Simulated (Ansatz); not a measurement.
A geometry of Pt away from equilibrium: the start of the relaxation of a relaxed Pt cell, doubled along one cell vector, shaken by Gaussian noise of σ = 0.08 Å a coordinate. The numbers are results of r2SCAN (plane waves to 500 eV, PAW, scalar-relativistic; Ansatz, a quantum-chemistry and plane-wave program), not measurements. Γ-centred k-mesh 7×14×9 on the run's cell (coarser than for final values), Fermi–Dirac smearing 0.05 eV.

```xyz
4
Lattice="-4.9996 4.9996 2.6858 2.4998 -2.4998 1.3429 2.4998 2.4998 -1.3429" Properties=species:S:1:pos:R:3:forces:R:3 pbc="T T T" free_energy=-50151.521 pressure_GPa=4.1
Pt     0.0721     2.3915     0.7063    2.8650    1.7310   -0.1746
Pt    -2.4800     5.0736     2.0148   -0.0596   -0.5318    0.0326
Pt     0.0065     0.0963    -0.0661   -0.0064   -1.7722   -0.1865
Pt    -2.2450     2.4046     1.3162   -2.7991    0.5730    0.3286
```

Positions in Å, forces in eV/Å, free energy of the cell in eV (comparable only within this code, potentials and settings). Largest force: 3.35 eV/Å, on Pt1 (atoms numbered as listed); the geometry lies 0.29 eV/atom above the end of its relaxation.

No spin polarisation in the result.

The end of the path is a generated cell of Pt: the first start was made by placing the elements on the sites of a structure type, and the end was not matched to a known phase here, so it may be hypothetical. Known forms of Pt include space group No. 225.
